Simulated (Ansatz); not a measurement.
Geometry optimisation in Ansatz: input, command and trajectory.

```yaml
crystal:
  lattice:
    - [4.682734744, 0.0, 0.0]
    - [0.0, 4.682734744, 0.0]
    - [0.0, 0.0, 7.5239125838]
  atoms:
    - { symbol: "Y", position: [0.0, 0.0, 0.0] }
    - { symbol: In, position: [0.0, 0.5, 0.3015091251] }
    - { symbol: In, position: [0.0, 0.5, 0.6984908749] }
    - { symbol: In, position: [0.5, 0.0, 0.3015091251] }
    - { symbol: In, position: [0.5, 0.0, 0.6984908749] }
    - { symbol: In, position: [0.5, 0.5, 0.0] }
    - { symbol: Rh, position: [0.0, 0.0, 0.5] }
basis:
  ecutwfc: 420
kpoints:
  mp_grid: { grid: [8, 8, 6] }
hamiltonian:
  xc: pbesol
scf:
  occupations: { method: gaussian, width: 0.1 }
output:
  forces: true
  stress: true
  eigenvalues: true
  write_density: true
  write_potential: true
  elf: true
  volumetric_format: npy
relax:
  adjacent_minimum: "off"
  f_tol: 0.01
  max_steps: 30
  cell: { stress_tol: 0.1, fix: [volume] }
```

```bash
ansatz run input.yaml --threads 2 --pin off --max-ram 5120MiB --backend cpu --events-out ev --progress --plain --runs-dir out
```

All numbers below come from DFT PBEsol, scalar-relativistic, plane waves, PAW in Ansatz.

The volume is held at 1.06 times that of the relaxed cell.

Of 4 frames 3 are shown, positions in Å and forces in eV/Å; the SCF threshold varies from step to step. Steps run on the plane waves of an earlier cell, with a Pulay correction in the pressure. The basis is chosen afresh for the last frame, the zero of the energies, and at times for earlier ones too; energy and pressure step there, also at an unchanged geometry. The mark taken_back stands on steps that the optimiser undid.

```xyz
7
Lattice="4.6827 0.0000 0.0000 0.0000 4.6827 0.0000 0.0000 0.0000 7.5239" Properties=species:S:1:pos:R:3:forces:R:3 pbc="T T T" step=1 free_energy_over_end_meV_per_atom=0.18 pressure_GPa=-4.13
Y     0.0000    0.0000    0.0000    0.0000    0.0000    0.0000
In    0.0000    2.3414    2.2685    0.0000    0.0000    0.0774
In    0.0000    2.3414    5.2554    0.0000    0.0000   -0.0774
In    2.3414    0.0000    2.2685    0.0000    0.0000    0.0774
In    2.3414    0.0000    5.2554    0.0000    0.0000   -0.0774
In    2.3414    2.3414    0.0000    0.0000    0.0000    0.0000
Rh    0.0000    0.0000    3.7620    0.0000    0.0000    0.0000
7
Lattice="4.6854 0.0000 0.0000 0.0000 4.6854 0.0000 0.0000 0.0000 7.5152" Properties=species:S:1:pos:R:3:forces:R:3 pbc="T T T" step=2 free_energy_over_end_meV_per_atom=0.22 pressure_GPa=-3.95 taken_back
Y     0.0000    0.0000    0.0000    0.0000    0.0000    0.0000
In    0.0000    2.3427    2.2821    0.0000    0.0000   -0.0870
In    0.0000    2.3427    5.2331    0.0000    0.0000    0.0870
In    2.3427    0.0000    2.2821    0.0000    0.0000   -0.0870
In    2.3427    0.0000    5.2331    0.0000    0.0000    0.0870
In    2.3427    2.3427    0.0000    0.0000    0.0000    0.0000
Rh    0.0000    0.0000    3.7576    0.0000    0.0000    0.0000
7
Lattice="4.6841 0.0000 0.0000 0.0000 4.6841 0.0000 0.0000 0.0000 7.5197" Properties=species:S:1:pos:R:3:forces:R:3 pbc="T T T" step=4 free_energy_over_end_meV_per_atom=0.00 pressure_GPa=-4.05
Y     0.0000    0.0000    0.0000    0.0000    0.0000    0.0000
In    0.0000    2.3420    2.2749    0.0000    0.0000    0.0012
In    0.0000    2.3420    5.2448    0.0000    0.0000   -0.0012
In    2.3420    0.0000    2.2749    0.0000    0.0000    0.0012
In    2.3420    0.0000    5.2448    0.0000    0.0000   -0.0012
In    2.3420    2.3420    0.0000    0.0000    0.0000    0.0000
Rh    0.0000    0.0000    3.7598    0.0000    0.0000    0.0000
```

The run took 28 s on 2 threads of AMD EPYC 9R45 96-Core Processor (Zen 5), with other jobs on the host, peak memory 0.82 GiB.